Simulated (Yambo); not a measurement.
RPA spectrum of CdS (zinc blende, space group F-43m, No. 216) on LDA bands in Yambo (10×10×10 mesh, 42 bands, 4 Ry local-field block, 0.2 eV broadening; field along x). CGrdSpXd merges neighbouring transition energies to save time; the report line [X-CG] gives the poles kept by one of the 4 MPI tasks, and where the merging fails may depend on that split.

```tsv
CGrdSpXd asked (%)	share reached (%)	poles used (one task)	static ε	largest change of Im ε (% of its maximum)	rough time
100	100	3018	6.72	0.0	1
70	69	2109	6.72	0.1	within a factor of two
30	29	890	6.72	1.4	about 1/3
15	1	51	7.38	78	about 1/9
5	1	51	7.38	78	about 1/10
```

All runs end normally. In the runs at 15 %, 5 % few poles are left or the spectrum changes by over a quarter of its peak, and no warning says so. Times are rough ratios from shared machines. The k mesh wasn't tested; the rows compare only with each other.

Spin-orbit coupling is not included.

Geometry relaxed with LDA; primitive cell a = 4.0717 Å, b = 4.0717 Å, c = 4.0717 Å, α = 60.00°, β = 60.00°, γ = 60.00°.
